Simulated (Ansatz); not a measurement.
# RbCaH3: the gap against volume

RbCaH3, Pm-3m, a = 4.517 Å. The structure is a COD entry; whether it is the stable form wasn't checked. Ansatz: r2SCAN, PAW, 500 eV, Γ-centred 6×6×6 mesh on 5 atoms, Gaussian smearing 0.02 eV; no spin polarisation. Symmetry fixes shape and atoms, so the cell is only scaled; x = ln(V/V0) with V0 = 18.433 Å³/atom. The gap is read at the mesh points alone.

```tsv
x	gap y (eV)
-0.0619	?
-0.0305	3.748
0.0000	3.771
0.0296	3.789
0.0583	3.803
```

Q: Fit a straight line to the other rows, give the volume deformation potential of the gap and its pressure coefficient, and predict the missing gap. B0 = 25.7 GPa.

A: Means x = 0.01435, y = 3.7778; Σ(Δx)² = 0.004382, ΣΔxΔy = 0.002712; the slope is their ratio. y = 3.7689 + 0.61905 x. The slope is the deformation potential a = dE_g/d ln V = 0.62 eV, and dE_g/dP = −a/B0 = -24.1 meV/GPa. With a term in x² added, the coefficient of x becomes 0.6813, 10 % more, which shows how far this figure hangs on the form. At x = -0.0619 the fit asked for gives 3.731 eV. The run gave 3.720 eV, so the fit is 0.011 eV too high, 13 % of the span of the series, against an rms of 0.002 eV on the fitted rows. The row lies outside the fitted range. With a term in x² added, a fit to the same known rows predicts 3.720 eV, so most of the miss is curvature that the known rows already hold.

Semilocal functionals give gaps under the measured ones; changes of the gap mostly carry over better.

Cost: 5 runs of about 1.3 core-minutes in all, on AMD EPYC (Zen 3) (shared hosts).